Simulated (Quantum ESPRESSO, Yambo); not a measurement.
## Levels of theory for the gap of SiO2

SiO2 (α-quartz, space group P3_221, No. 154): one geometry, one set of LDA (Quantum ESPRESSO, PseudoDojo norm-conserving, 84 Ry, no spin-orbit coupling) orbitals, self-energies from Yambo (3×3×4 Γ-centred k mesh, 213 bands and a 8 Ry block in the screening, 213 bands in G with the Bruneval-Gonze terminator, plasmon pole fitted at 27.2 eV).

The geometry is that of Materials Project entry mp-6930, symmetrised and not relaxed again.

```json
[
 {"level": "LDA (Quantum ESPRESSO)", "gap K → Γ (eV)": "5.76", "direct gap at Γ (eV)": "6.07", "rough Yambo cost": "–"},
 {"level": "exchange only (Hartree-Fock self-energy on LDA orbitals)", "gap K → Γ (eV)": "16.51", "direct gap at Γ (eV)": "16.84", "rough Yambo cost": "about 1/40 (8 states)"},
 {"level": "static COHSEX@LDA", "gap K → Γ (eV)": "10.27", "direct gap at Γ (eV)": "10.64", "rough Yambo cost": "within a factor of two (3 states)"},
 {"level": "G0W0@LDA, plasmon pole", "gap K → Γ (eV)": "8.86", "direct gap at Γ (eV)": "9.21", "rough Yambo cost": "1 (8 states)"}
]
```

Bare exchange has no screening and gives the widest gap; static COHSEX screens it but leaves out the frequency dependence, which G0W0 restores.

Costs are rough ratios of core time on shared machines.

Nearest settings tried, and what they do to the gap: 80 bands in W, 80 bands in G: +92 meV. Not varied: block, mesh. So the settings aren't converged at that level.
